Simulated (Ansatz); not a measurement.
Starting cell, PbTe (rock salt):

```yaml
crystal:
  lattice:
    - [0.00000, 3.28451, 3.28451]
    - [3.28451, 0.00000, 3.28451]
    - [3.28451, 3.28451, 0.00000]
  atoms:
    - { symbol: Te, position: [0.00000, 0.00000, 0.00000] }
    - { symbol: Pb, position: [0.50000, 0.50000, 0.50000] }
```

Scan: atom 2 (Pb, nearest neighbour Te at 3.285 Å; its periodic images, 4.6 Å or more away, move with it) is displaced along Cartesian z, direction (0.000, 0.000, 1.000) in Cartesian axes, by s. The other atoms stay.

Computed with PBE (plane waves to 420 eV, PAW, scalar-relativistic; Ansatz, a quantum-chemistry and plane-wave program). k mesh 7×7×7 (Γ-centred), Fermi-Dirac smearing 0.05 eV. E stands for the smeared free energy. Compression counts positive. F∥ is the force on the atom along that direction. PbTe was relaxed with its symmetry unable to fall. Spin-orbit coupling is left out, though Pb and Te are heavy. ΔE is measured from the undisplaced structure.

| s (Å) | P (GPa) | ΔE (eV/cell) | F∥ (eV/Å) |
|---|---|---|---|
| -0.660 | 6.0 | [?] | 3.027 |
| -0.528 | 3.5 | 0.240 | [?] |
| -0.396 | 1.8 | 0.085 | [?] |
| -0.264 | 0.7 | 0.020 | 0.267 |
| -0.132 | 0.2 | 0.002 | 0.046 |
| 0.000 | 0.0 | 0.000 | 0.000 |
| 0.132 | 0.2 | 0.002 | -0.046 |
| 0.264 | 0.7 | 0.020 | -0.267 |
| 0.396 | 1.8 | 0.085 | [?] |
| 0.528 | 3.5 | 0.240 | [?] |
| 0.660 | 6.0 | [?] | -3.027 |

Problem. Some entries are withheld; supply them.

Solution. 
- -0.660, ΔE (eV/cell): 0.542
- -0.528, F∥ (eV/Å): 1.647
- -0.396, F∥ (eV/Å): 0.770
- 0.396, F∥ (eV/Å): -0.770
- 0.528, F∥ (eV/Å): -1.647
- 0.660, ΔE (eV/cell): 0.542

(A displaced cell: forces are minus the slopes of the energy, force constants its curvatures, and phonons follow from these.)
